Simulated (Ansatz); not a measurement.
GaSb:
```
CELL_PARAMETERS angstrom
      4.32144     0.00000     0.00000
     -2.16072     3.74247     0.00000
      0.00000     0.00000     7.12503
ATOMIC_POSITIONS crystal
  Ga 0.66667 0.33333 0.50050
  Ga 0.33333 0.66667 0.00050
  Sb 0.66667 0.33333 0.87440
  Sb 0.33333 0.66667 0.37440
```

Relaxed with r²SCAN. Independent-particle spectrum: no excitons, no local fields, no scissors shift; 0.1 eV broadening; ε₁ of the summed bands alone.

Task: Tabulate the dielectric function from plane-wave PAW r²SCAN (Ansatz code).

Result: 

```
E (eV)  ε₁ xx  ε₂ xx  ε₁ zz  ε₂ zz
------  -----  -----  -----  -----
0.0     14.21   0.00  14.44   0.00
0.5     15.12   0.90  15.21   0.07
1.0     15.03   1.62  16.06   1.65
1.5     16.98   2.11  17.48   2.67
2.0     18.04   8.80  21.18   5.27
2.5     18.16  10.25  24.53  15.69
3.0     23.58  20.22  13.82  25.02
3.5      0.94  21.50  -6.62  26.75
4.0     -1.54  15.15  -4.07  10.75
4.5     -0.98  14.81   3.11  12.15
5.0     -6.50  12.54  -7.29  13.36
5.5     -6.96   8.11  -7.33   8.01
6.0     -5.43   5.23  -5.97   4.81
6.5     -4.83   3.95  -4.45   3.33
7.0     -3.74   3.08  -3.19   2.82
7.5     -3.44   2.48  -3.27   2.56
8.0     -2.93   1.94  -2.53   1.88
8.5     -2.36   1.59  -2.52   1.72
9.0     -2.00   1.19  -2.02   1.22
9.5     -1.73   1.08  -1.75   1.07
10.0    -1.49   0.89  -1.40   0.84
10.5    -1.28   0.69  -1.15   0.71
11.0    -0.98   0.52  -0.91   0.63
11.5    -0.78   0.53  -0.78   0.66
12.0    -0.64   0.45  -0.73   0.52
```

Task: From ε at 2.4 eV (xx: 17.68 + 9.42i), find n, k, the normal reflectivity and the absorption coefficient.

Result: n = 4.34, k = 1.085, R = 42 %, α = 2kE/ħc = 260000 cm⁻¹.

With all bands, ε∞ without local fields is 14.3 (xx = yy), 14.5 (zz).

Space group P6_3mc (wurtzite). The first step of the workflow began from a Materials Project structure, measured or hypothetical; the Crystallography Open Database copy checked does not list it. It is not the phase usual at ambient conditions (space group No. 216). The r²SCAN relaxation kept the symmetry of its start; its stability against distortions is not shown here. Scalar-relativistic: spin–orbit coupling is off unless named, which matters more the heavier the elements.

Potentials: the later of the program's two PAW sets.
